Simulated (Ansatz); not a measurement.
A relaxed structure of LiNbSe₂ is spoiled in several ways and relaxed again each time (noise and exchanges are one random draw each; pressure is positive under compression). The numbers are results of PBE (plane waves to 420 eV, PAW, scalar-relativistic; Ansatz, a program for electronic structure), not measurements.

Space group P6₃/mmc (No. 194); a = b = 3.529 Å, c = 13.608 Å, α = β = 90.00°, γ = 120.00°

```
atom  site  symmetry       x       y       z
----  ----  --------  ------  ------  ------
Li      2a      -3m.  0.0000  0.0000  0.0000
Nb      2b      -6m2  0.0000  0.0000  0.2500
Se      4f       3m.  0.3333  0.6667  0.1277
```

| change | first pressure (GPa) | largest first force (eV/Å) | released (eV/atom) | moves | outcome | final group | E − E(parent) (eV/atom) |
|---|---|---|---|---|---|---|---|
| deformed by the Cartesian strain tensor (xx, yy, zz, yz, xz, xy) = (-0.077, 0.022, 0.097, 0.010, -0.035, -0.072) | [?] | 1.23 | [?] | 7 | [?] | [?] | [?] |
| with one Nb and one Se atom exchanged in a cell of 8 atoms | 8 | 2.3 | 0.44 | 21 | trapped higher | P3m1 | +0.71 |
| with one Se and one Nb atom exchanged in a cell of 8 atoms | 8 | 2.3 | 0.44 | 21 | trapped higher | P3m1 | +0.71 |

Q: Complete the blanks.

A: 
- deformed by the Cartesian strain tensor (xx, yy, zz, yz, xz, xy) = (-0.077, 0.022, 0.097, 0.010, -0.035, -0.072), first pressure (GPa): -1.1
- deformed by the Cartesian strain tensor (xx, yy, zz, yz, xz, xy) = (-0.077, 0.022, 0.097, 0.010, -0.035, -0.072), released (eV/atom): 0.21
- deformed by the Cartesian strain tensor (xx, yy, zz, yz, xz, xy) = (-0.077, 0.022, 0.097, 0.010, -0.035, -0.072), outcome: returns to the parent
- deformed by the Cartesian strain tensor (xx, yy, zz, yz, xz, xy) = (-0.077, 0.022, 0.097, 0.010, -0.035, -0.072), final group: P6₃/mmc
- deformed by the Cartesian strain tensor (xx, yy, zz, yz, xz, xy) = (-0.077, 0.022, 0.097, 0.010, -0.035, -0.072), E − E(parent) (eV/atom): 0.000

First-step values come from each run's starting, coarser k-mesh (9×7×2, 8×8×2). Each cell has its own k-point mesh; energy differences are given only to the digits this allows. No spin polarisation in the result.

The relaxation started from an entry of Materials Project.
